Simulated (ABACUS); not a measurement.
Worked example: self-consistent single point of Au (P-1, 2 atoms in the cell; from Materials Project mp-1238808, changed as shown) in ABACUS.

Method: LDA (PW92), PseudoDojo 0.4 standard norm-conserving LDA (tails mended) pseudopotentials (plane waves; ABACUS).

The change in words: lattice vector b scaled by 0.98. Reference geometry (P-1):
```
CELL_PARAMETERS angstrom
      2.78480     0.00000     0.00000
     -0.01281     2.78944     0.00000
     -1.12549    -1.17249     4.87035
ATOMIC_POSITIONS crystal
  Au 0.32714 0.33404 0.72594
  Au 0.67286 0.66596 0.27406
```

Reference input (self-consistent single point, DFT, LDA (PW92), plane waves, PseudoDojo 0.4 standard norm-conserving LDA (tails mended) pseudopotentials): KPT = Gamma 6 6 4 0 0 0; basis_type = pw; dft_functional = PWLDA; ecutwfc = 76 Ry; smearing_method = mv; smearing_sigma = 0.00734986 Ry; potentials = PseudoDojo 0.4 standard norm-conserving LDA (tails mended); symmetry = 1; symmetry_prec = 1e-05; ks_solver = dav; scf_nmax = 100; scf_thr = 1.0e-09 Ry. This run's input differs from it in these lines:

```diff
@@ -29,3 +29,3 @@
    2.7848010000    0.0000000000    0.0000000000
-  -0.0128140000    2.7894400000    0.0000000000
+  -0.0125580000    2.7336510000    0.0000000000
   -1.1254930000   -1.1724890000    4.8703460000
@@ -38,4 +38,4 @@
 2
-   0.0896990222    0.0806278729    3.5355789752
-   1.5567949778    1.5363231271    1.3347670248
+   0.0897845364    0.0619921154    3.5355789752
+   1.5569654636    1.4991698846    1.3347670248
 # file: KPT
```

The program printed (abridged):

```
 SELF-CONSISTENT
 -------------------------------------------
                                 init_chg = atomic

 PW ALGORITHM --------------- ION=   1  ELEC=   1--------------------------------
 Notice: Threshold on eigenvalues was too large.

 Density error is 0.154539764634
                          Error Threshold = 0.000404331753922
 E_KohnSham     -590.1427920341      -8029.3046052924
 E_Fermi        1.3661410355         18.5873023538

 PW ALGORITHM --------------- ION=   1  ELEC=   2--------------------------------

 Density error is 0.0480061916235
                          Error Threshold = 0.000406683591143
   [... lines left out ...]

 Density error is 1.31211581494e-07
                          Error Threshold = 2.39623956656e-09
 E_KohnSham     -590.1985935416      -8030.0638237514
 E_Fermi        1.3227268495         17.9966220508

 PW ALGORITHM --------------- ION=   1  ELEC=   7--------------------------------

 Density error is 5.19354977377e-10
                          Error Threshold = 3.45293635511e-10
 E_KohnSham     -590.1985935644      -8030.0638240625
 E_KS(sigma->0) -590.1986182662      -8030.0641601470
 E_entropy(-TS) 0.0000494035         0.0006721690
 E_Fermi        1.3227436707         17.9968509156
 charge density convergence is achieved
 final etot is -8030.0638241 eV
 EFERMI = 17.996850916 eV

 STATE ENERGY(eV) AND OCCUPATIONS    NSPIN == 1
   [... 26 lines left out ...]

 TOTAL-FORCE (eV/Angstrom)
                       Au1        -0.0108216927         0.0200332758        -0.0081495822
                       Au2         0.0108216927        -0.0200332758         0.0081495822

 TOTAL-STRESS (KBAR)
      -102.3386480310         3.0087413701         8.8550473523
         3.0087413701       -65.3012777157        10.1832606957
         8.8550473523        10.1832606957       -40.3238386028
 TOTAL-PRESSURE: -69.321255 KBAR

 --------------------------------------------
 !FINAL_ETOT_IS -8030.0638240625385151 eV
 --------------------------------------------
```

The run converged in 7 iterations. Against the reference run the free energy drops by 21.5 meV/atom, the pressure goes from -9.57 to -6.93 GPa and the largest force goes from 0.078 to 0.024 eV/Å.

The structure comes from a collection of computed structures, made at another level of theory; the collection holds predicted forms beside known ones. Its lattice was then scaled. No clean gap shows at this smearing width and mesh (spacing up to 0.39 Å⁻¹); the mesh is coarse for partly filled bands, so the values carry mesh errors.

Cost on one core: very roughly 40 core-seconds.

“Tails mended”: in these copies of the files the far tail of each local potential was reset to the Coulomb form.
